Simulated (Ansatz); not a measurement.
Relaxed-ion elastic tensor of C (simple cubic, Pm-3m) in GPa (Voigt order), the program Ansatz at the LDA level (PAW); density 3.73 g/cm³, 5.35 Å³ per atom.

```csv
,1,2,3,4,5,6
1,403,348,348,0.0,0.0,0.0
2,348,403,348,0.0,0.0,0.0
3,348,348,403,0.0,0.0,0.0
4,0.0,0.0,0.0,459,0.0,0.0
5,0.0,0.0,0.0,0.0,459,0.0
6,0.0,0.0,0.0,0.0,0.0,459
```

**Question.** Is the crystal mechanically stable?

**Answer.** Yes: the smallest eigenvalue of C is 54.6 GPa.

**Question.** Work out the Voigt and Reuss bounds. Is their mean of use?

**Answer.** K_V = 366, K_R = 366; G_V = 287, G_R = 62.7 GPa. The bounds lie so far apart that a Hill average or a Debye temperature from it would say little.

The start of the workflow was typed in or built on a structure type; neither database checked (COD, Materials Project) lists it. It is not the phase usual at ambient conditions (space group No. 194, 227). The LDA relaxation kept the symmetry of its start; its stability against distortions is not shown here. The volume moved by -28 % from the start of the relaxation. As this level gives no gap, shear constants depend on the k-mesh and smearing (Fermi–Dirac, 0.1 eV here).

Potentials: the earlier of the program's two PAW sets.
